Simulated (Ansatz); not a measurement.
**Question.** Each is relaxed and computed with DFT-r²SCAN in the program Ansatz with PAW potentials. Which is the only metal?
A. SiO2, I4/mmm (Si on 8h, O on 8f, O on 8i)
B. Zr3Si2, P4/mbm (Zr on 4h, Zr on 2a, Si on 4g)
C. SiC, Pnma (Si on 4c, C on 4c)
D. ZnCu2SiTe4, I-42m (Zn on 2a, Si on 2b, Cu on 4d, Te on 8i)

**Answer.** B, Zr3Si2, P4/mbm (Zr on 4h, Zr on 2a, Si on 4g). Zr3Si2: metal; ZnCu2SiTe4: gap 0.50 eV (indirect); SiO2: gap 6.08 eV; SiC: gap 3.02 eV (indirect). Typed or built starts, not in the databases checked: SiC, Pnma (Si on 4c, C on 4c). Not the usual ambient phase: SiO2, I4/mmm (Si on 8h, O on 8f, O on 8i); SiC, Pnma (Si on 4c, C on 4c). Standing as an ambient phase not checked: Zr3Si2, P4/mbm (Zr on 4h, Zr on 2a, Si on 4g); ZnCu2SiTe4, I-42m (Zn on 2a, Si on 2b, Cu on 4d, Te on 8i). Unstable at this level: SiO2, I4/mmm (Si on 8h, O on 8f, O on 8i). All cells were relaxed under the symmetry of their starts (and spin orders); stability against distortions was not tested throughout. Rows with no word on spin ran without spin polarisation. Scalar-relativistic: spin–orbit coupling is off unless named, which matters more the heavier the elements.

Potentials: the later of the program's two PAW sets.
